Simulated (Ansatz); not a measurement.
## Cd: tetragonal deformation path

Computed with DFT r2SCAN, scalar-relativistic, plane waves, PAW (Ansatz 0.2.0). The runs took a 500 eV cutoff, a Γ-centred 20×20×20 mesh and Gaussian smearing (0.15 eV). No spin polarisation. Energies are free energies at this smearing, counted from the undisturbed cell; pressure is positive in compression.

The starting cell (as given, not relaxed at this level; it stands at -1.3 GPa; this bcc form isn't the usual structure):

```
CELL_PARAMETERS angstrom
-1.78432 1.78432 1.78432
1.78432 -1.78432 1.78432
1.78432 1.78432 -1.78432
ATOMIC_POSITIONS crystal
Cd 0.00000 0.00000 0.00000
```

At fixed volume and fractional coordinates, lengths along (0.000, 0.000, 1.000) are scaled against those across it; ρ is that ratio over its starting value. The cell is metallic on the mesh throughout.

**Question.** Over the sampled range (0.707 to 1.414), is the undisturbed cell the lowest point?

**Answer.** No: the energy is lower at ρ = 0.707, -71.1 in ΔE (meV/atom).

The scan:

| ρ | ΔE (meV/atom) |
| --- | --- |
| 0.707 | -71.1 |
| 0.780 | -68.6 |
| 0.850 | -33.7 |
| 0.920 | -9.1 |
| 1.000 | 0.0 |
| 1.200 | -33.9 |
| 1.300 | -49.8 |
| 1.414 | -59.3 |